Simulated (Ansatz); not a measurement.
# SrTiO$_{3}$ at several levels of theory

One geometry, relaxed with PBE, and single points on it; plane waves with PAW potentials in Ansatz, scalar-relativistic unless the row names spin-orbit coupling. Collinear spin, which adds to the cost, in r2SCAN, PBE+U (no moment survived); no spin polarisation in PBE, PBEsol. +U rows take U_eff Ti 4.00 eV on the d shells. Meshes are on the primitive cell of 5 atoms. Gaps are the least over mesh and band path; pressure is positive in compression. Smearing is Gaussian, 0.02 eV.

```
Sr Ti O
1.0
     3.93640    0.00000    0.00000
     0.00000    3.93640    0.00000
     0.00000    0.00000    3.93640
Sr Ti O
1 1 3
Direct
  0.50000 0.50000 0.50000
  0.00000 0.00000 0.00000
  0.50000 0.00000 0.00000
  0.00000 0.50000 0.00000
  0.00000 0.00000 0.50000
```

```
level cutoff (eV) k mesh gap (eV) pressure (GPa) rough cost with bands (core-min)
  PBE          420   8×8×8      1.84             0.0                               0.7
```

Task: What do r2SCAN, PBE+U, PBEsol give on the same cell?

Result:
```json
{"level": "r2SCAN", "cutoff (eV)": "500", "k mesh": "8×8×8", "gap (eV)": "2.21", "pressure (GPa)": "-4.1", "rough cost with bands (core-min)": "1.1"}
{"level": "PBE+U", "cutoff (eV)": "420", "k mesh": "8×8×8", "gap (eV)": "2.32", "pressure (GPa)": "1.4", "rough cost with bands (core-min)": "0.9"}
{"level": "PBEsol", "cutoff (eV)": "420", "k mesh": "8×8×8", "gap (eV)": "1.79", "pressure (GPa)": "-6.0", "rough cost with bands (core-min)": "0.7"}
```

Symmetry holds off the tilts and polar distortions that many cubic perovskites undergo.